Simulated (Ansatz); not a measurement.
Phonons of Ga (space group Cmce) at Γ, S = (0.5, 0.0, 0.0), Y = (0.5, 0.5, 0.0), Z = (0.0, 0.0, 0.5).

Ga (space group Cmce)

```yaml
crystal:
  lattice:
    - [2.28730, -3.86995, 0.00000]
    - [2.28730, 3.86995, 0.00000]
    - [0.00000, 0.00000, 4.58772]
  atoms:
    - { symbol: Ga, position: [0.15632, 0.84368, 0.91773] }
    - { symbol: Ga, position: [0.84368, 0.15632, 0.08227] }
    - { symbol: Ga, position: [0.34368, 0.65632, 0.41773] }
    - { symbol: Ga, position: [0.65632, 0.34368, 0.58227] }
```

All values below come from PBE (plane waves to 420 eV, PAW, scalar-relativistic; Ansatz, an electronic-structure program). DFPT wavenumbers on a 12×12×10 k mesh, in cm⁻¹ and rounded to 5; i marks imaginary ones, q is in fractions of the reciprocal vectors of the cell shown, and the three acoustic modes at Γ are left out. Ga was relaxed with its symmetry unable to fall.

| q | wavenumbers (cm⁻¹) |
|---|---|
| Γ | 60, 85, 90, 95, 140, 170, 175, 195, 220 |
| S = (0.5, 0.0, 0.0) | 50 (×2), 75 (×2), 85 (×2), 135 (×2), 175 (×2), 210 (×2) |
| Y = (0.5, 0.5, 0.0) | 35, 35, 70, 80, 80, 85, 135, 150, 155, 175, 195, 210 |
| Z = (0.0, 0.0, 0.5) | 45 (×2), 55 (×2), 115 (×2), 130 (×2), 145 (×2), 210 (×2) |

The structure shows no imaginary mode at these points (lowest 35 cm⁻¹ at Y = (0.5, 0.5, 0.0)); other wave vectors were not tested.

Highest mode: 220 cm⁻¹ at Γ.
